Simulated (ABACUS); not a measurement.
A self-consistent single point of a model cell of HfN (P6_3/mmc, 4 atoms in the cell; prototype structure) with ABACUS.

Computed with PBEsol, numerical atomic orbitals DZP (confined pseudo-atomic orbitals; energy shift 0.03 Ry), PseudoDojo 0.4 standard norm-conserving PBEsol (tails mended) pseudopotentials (ABACUS).

```xyz
4
Lattice="4.3596 0.0000 0.0000 -2.1798 3.7755 0.0000 0.0000 0.0000 6.0762" Properties=species:S:1:pos:R:3 pbc="T T T"
Hf     0.0000     0.0000     0.0000
Hf     0.0000     0.0000     3.0381
N      0.0000     2.5170     1.5191
N      2.1798     1.2585     4.5572
```

Reference input (self-consistent single point, DFT, PBEsol, numerical atomic orbitals DZP (confined pseudo-atomic orbitals; energy shift 0.01 Ry), PseudoDojo 0.4 standard norm-conserving PBEsol (tails mended) pseudopotentials): basis = DZP numerical atomic orbitals, energy shift 0.01 Ry; KPT = Gamma 9 9 6 0 0 0; basis_type = lcao; dft_functional = PBESOL; ecutwfc = 100 Ry; smearing_method = mv; smearing_sigma = 0.00999582 Ry; potentials = PseudoDojo 0.4 standard norm-conserving PBEsol (tails mended); symmetry = 1; symmetry_prec = 1e-05; ks_solver = genelpa; scf_nmax = 100. This run's input differs from it in these lines:

```diff
@@ -27,4 +27,4 @@
 NUMERICAL_ORBITAL
-Hf_pbesol_7.2au_3s2p2d.orb
-N_pbesol_4.8au_2s2p1d.orb
+Hf_pbesol_6.2au_3s2p2d.orb
+N_pbesol_4.1au_2s2p1d.orb
```

Output, abridged:

```
 SELF-CONSISTENT
 -------------------------------------------

                  longest orb rcut (Bohr) = 6.2
   longest nonlocal projector rcut (Bohr) = 2.46
                     search radius (Bohr) = 17.3

                          real space grid = [ 54, 54, 75 ]
                                 init_chg = atomic

 LCAO ALGORITHM --------------- ION=   1  ELEC=   1--------------------------------

 Density error is 0.201485379959
 E_KohnSham     -265.1819562068      -3607.9856111983
 E_Fermi        0.5283612668         7.1887238313

 LCAO ALGORITHM --------------- ION=   1  ELEC=   2--------------------------------

   [... lines left out ...]

   [... 8 blocks of this kind left out ...]

 LCAO ALGORITHM --------------- ION=   1  ELEC=  11--------------------------------

 Density error is 1.67635605173e-06
 E_KohnSham     -265.9228184670      -3618.0655593707
 E_Fermi        0.5154578234         7.0131634768

 LCAO ALGORITHM --------------- ION=   1  ELEC=  12--------------------------------

 Density error is 1.36899248875e-07
 E_KohnSham     -265.9228184670      -3618.0655593708
 E_KS(sigma->0) -265.9226368162      -3618.0630878854
 E_entropy(-TS) -0.0003633015        -0.0049429707
 E_Fermi        0.5154571170         7.0131538664
 charge density convergence is achieved
 final etot is -3618.0655594 eV
 EFERMI = 7.0131538664 eV

 STATE ENERGY(eV) AND OCCUPATIONS    NSPIN == 1
   [... 24 lines left out ...]

 TOTAL-FORCE (eV/Angstrom)
                       Hf1         0.0000000000         0.0000000000         0.0000000000
                       Hf2         0.0000000000         0.0000000000         0.0000000000
                        N1         0.0000000000         0.0000000000         0.0000000000
                        N2         0.0000000000         0.0000000000         0.0000000000

 TOTAL-STRESS (KBAR)
      -464.9267479536         0.0000000000        -0.0000000000
         0.0000000000      -464.9265702699         0.0000000000
         0.0000000000        -0.0000000000      -335.0794751541
 TOTAL-PRESSURE: -421.644264 KBAR

 --------------------------------------------
 !FINAL_ETOT_IS -3618.0655593707547268 eV
 --------------------------------------------
```

The run converged in 12 iterations. Against the reference run the free energy rises by 1.17 eV/atom and the pressure goes from -35.75 to -42.16 GPa.

Lattice and positions were typed or generated, without prior relaxation. The atom-centred basis is finite, which shifts total energies and pressures against plane waves. This run is one point of a test of settings, so its values need not be converged; read them against the reference run alone. At this pressure the cell is far from its equilibrium volume at this level.

The atomic orbitals were generated for these runs; they are not ABACUS's published sets and were checked against plane waves on a few crystals only.

“Tails mended”: in these copies of the files the far tail of each local potential was reset to the Coulomb form.
